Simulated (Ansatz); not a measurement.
## YAu: one input, then a changed one

Structure from Materials Project entry mp-1066254 (possibly hypothetical), not relaxed further.

First run: DFT, r2SCAN, all-electron PAW with datasets made for the crystal, scalar-relativistic (Ansatz 0.2.0).

Command: `ansatz run input.yaml --threads 1 --pin off --max-ram 4096MiB --backend cpu --events-out ev --progress --plain --runs-dir out` The run took about 160 s on 1 thread of a shared machine.

```yaml
crystal:
  lattice:
    - [1.872990485, -5.472017605, 0.0]
    - [1.872990485, 5.472017605, 0.0]
    - [0.0, 0.0, 4.64122669]
  atoms:
    - { symbol: "Y", position: [0.86154612, 0.13845388, 0.75] }
    - { symbol: "Y", position: [0.13845388, 0.86154612, 0.25] }
    - { symbol: Au, position: [0.58712262, 0.41287738, 0.75] }
    - { symbol: Au, position: [0.41287738, 0.58712262, 0.25] }
kpoints:
  mp_grid: { grid: [9, 9, 7] }
  band_path:
    path:
      - [0.0, 0.0, 0.0]
      - [-0.5, 0.5, 0.0]
      - [-0.2792897847, 0.7207102153, 0.0]
      - [0.2792897847, 0.2792897847, 0.0]
      - [0.0, 0.0, 0.0]
      - [0.0, 0.0, 0.5]
      - [0.2792897847, 0.2792897847, 0.5]
      - [-0.2792897847, 0.7207102153, 0.5]
      - [-0.5, 0.5, 0.5]
    npoints: 8
scf:
  occupations: { method: fermi_dirac, width: 0.05 }
hamiltonian:
  xc: r2scan
  pseudopotentials: { kind: all_electron, datasets: crystal }
output:
  forces: true
  stress: true
  eigenvalues: true
  efg: { contact_densities: true }
```

Result: converged; pressure 0.03 GPa; largest force 0.010 eV/Å; no gap on the k mesh; 13 SCF iterations.

No spin–orbit coupling, which matters for the heavy atoms here.

A second run of a changed input logged this at its end:

```
Error: invalid value for `kpoints.mp_grid.grid`: each dimension must be in 1..=255
```

Problem. What was wrong with the input?

Solution. A mesh with a zero or a mesh and a spacing, by this change (others could give a like log):
```diff
@@ -10,5 +10,5 @@
     - { symbol: Au, position: [0.41287738, 0.58712262, 0.25] }
 kpoints:
-  mp_grid: { grid: [9, 9, 7] }
+  mp_grid: { grid: [0, 9, 7] }
   band_path:
     path:
@@ -25,4 +25,5 @@
 scf:
   occupations: { method: fermi_dirac, width: 0.05 }
+  max_iter: 80
 hamiltonian:
   xc: r2scan
```
